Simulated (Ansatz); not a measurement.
Levels of a Ir(1 1 1) slab: a plane-wave DFT calculation with Ansatz.

Miller indices refer to the conventional cell of Fm-3m (No. 225), a = 3.871 Å, b = 3.871 Å, c = 3.871 Å, α = 90.00°, β = 90.00°, γ = 90.00°.

The slab has 5 planes, was cut to end in Ir at the top (+c) and Ir at the bottom, and its atoms stand where a relaxation without spin-orbit coupling left them. Listed are levels within 1.2 eV of the Fermi level, the 22 nearest at most. Weights are Löwdin projections on the datasets' atomic orbitals, as shares of the full norm: they are low for levels that spill into the vacuum or into shells that a dataset lacks. Two planes next to each face count as outer, 4 of 5 in all, so a level spread evenly over the slab has a weight near 0.80.

```yaml
crystal:
  lattice:
    - [2.73697, 0.00000, 0.00000]
    - [-1.36848, 2.37028, 0.00000]
    - [0.00000, 0.00000, 23.93890]
  atoms:
    - { symbol: Ir, position: [0.66667, 0.33333, 0.31556] }
    - { symbol: Ir, position: [0.33333, 0.66667, 0.40689] }
    - { symbol: Ir, position: [0.00000, 0.00000, 0.50000] }
    - { symbol: Ir, position: [0.66667, 0.33333, 0.59311] }
    - { symbol: Ir, position: [0.33333, 0.66667, 0.68444] }
```

Computed with Ansatz 0.2.0, DFT PBE, scalar-relativistic, plane waves, PAW.

Plane waves to 420 eV, a k mesh through Γ of 15×15×1 on the computed 5-atom cell and Gaussian smearing (0.10 eV); no spin polarisation. The cell repeats along c with a dipole correction in the vacuum.

Command
```bash
ansatz run input.yaml --threads 2 --pin off --max-ram 5120MiB --backend cpu --events-out ev --progress --plain --runs-dir out
```

62 s on 2 threads of Arm Neoverse N1 (shared host), peak memory 0.56 GiB

Levels at M (0.500, 0.000), in eV from the Fermi level, with weights (averaged over levels within 1.5 meV, which needn't be degenerate by symmetry):
```
 level  outer two planes of both faces
-0.458                            0.68
-0.058                            1.00
 0.655                            0.18
 0.706                            0.80
 0.780                            0.70
 0.902                            0.54
 0.952                            1.00
```

Levels at Γ (0.000, 0.000), in eV from the Fermi level, with weights (averaged over levels within 1.5 meV, which needn't be degenerate by symmetry):
| level | levels within 1.5 meV | outer two planes of both faces |
| --- | --- | --- |
| -1.163 | 2 | 0.54 |
| -1.082 | 2 | 1.00 |
| -0.523 | 2 | 0.70 |
| -0.407 | 1 | 0.60 |
| 0.208 | 1 | 0.12 |
| 0.329 | 2 | 1.00 |
| 0.821 | 2 | 0.78 |

Levels at K (0.333, 0.333), in eV from the Fermi level, with weights (averaged over levels within 1.5 meV, which needn't be degenerate by symmetry):
| level | levels within 1.5 meV | outer two planes of both faces |
| --- | --- | --- |
| -1.077 | 1 | 1.00 |
| 0.031 | 2 | 0.97 |
| 0.431 | 1 | 0.38 |
| 0.514 | 2 | 0.86 |

Bands cross the Fermi level. With 5 planes the outer ones are most of the slab, so weights don't single out surface states. The work function of the top face is 5.52 eV. In a slab this thin the states of the two faces can couple and split. Spin-orbit coupling is left out, which matters for the bands of heavy elements.
